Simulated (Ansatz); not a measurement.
Crystals of one structure type (fcc (Cu type)), relaxed and computed with r²SCAN in the plane-wave PAW code Ansatz.

```
crystal  a (Å)
-------  -----
Al       3.991
Ca       5.567
Cu       3.578
Sr       6.099
Rh       3.800
Pd       3.910
Ir       3.845
Pt       3.940
```

All cells were relaxed under the symmetry of their starts (and spin orders); stability against distortions was not tested throughout. Rows with no word on spin ran without spin polarisation. Spin–orbit coupling is left out wherever it is not named.

Potentials: the earlier of the program's two PAW sets.
